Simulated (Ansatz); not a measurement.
**Computed properties of SnO**

SnO:
```cif
data_OSn
_chemical_formula_sum 'Sn1 O1'
_space_group_name_H-M_alt 'P 1'
_space_group_IT_number 1
_cell_length_a 3.09363
_cell_length_b 3.09363
_cell_length_c 3.09363
_cell_angle_alpha 90.000
_cell_angle_beta 90.000
_cell_angle_gamma 90.000
loop_
_space_group_symop_operation_xyz
  'x, y, z'
loop_
_atom_site_label
_atom_site_type_symbol
_atom_site_fract_x
_atom_site_fract_y
_atom_site_fract_z
_atom_site_occupancy
Sn1 Sn 0.00000 0.00000 0.00000 1
O1 O 0.50000 0.50000 0.50000 1
```

Space group Pm-3m (No. 221), CsCl type; conventional cell a = 3.0936 Å, b = 3.0936 Å, c = 3.0936 Å, α = 90.00°, β = 90.00°, γ = 90.00°.

Method: the program Ansatz at the HSE06 level (PAW). Geometry: relaxed at this level of theory. Other levels are named where they apply.

Cell and energy:

```
Property              Value
---------------  ----------
Volume per atom    14.80 Å³
Density          7.56 g/cm³
```

Electronic structure:

```
Quantity                                                                                           Result
----------------------------------------  ---------------------------------------------------------------
Band gap                                                                               0.07 eV (indirect)
Valence-band maximum                                              on the R–X line, 83 % of the way from R
Conduction-band minimum                   on the X–M line, 20 % of the way from X (12 equivalent valleys)
Smallest direct gap on the standard path                                                          0.16 eV
```

Mechanics:

```
Quantity                              Value
----------------------------------  -------
Bulk modulus (Birch–Murnaghan fit)  114 GPa
Pressure derivative B′                  4.6
```

Charges:

```
Item                         Value
-------------  -------------------
Bader charges  Sn +1.29, O -1.29 e
```

The cell is a constructed one: a structure type filled with these elements; neither database checked (COD, Materials Project) lists it. It is not the phase usual at ambient conditions (space group No. 129). The cell was relaxed with HSE06 under the symmetry of its start; whether a distortion lowers the energy is not shown. The hybrid was solved on a coarse mesh, the path and, where they were found, the r²SCAN edge points; its band edges are the extreme levels among these. Spin–orbit coupling is left out wherever it is not named.

Potentials: the later of the program's two PAW sets.
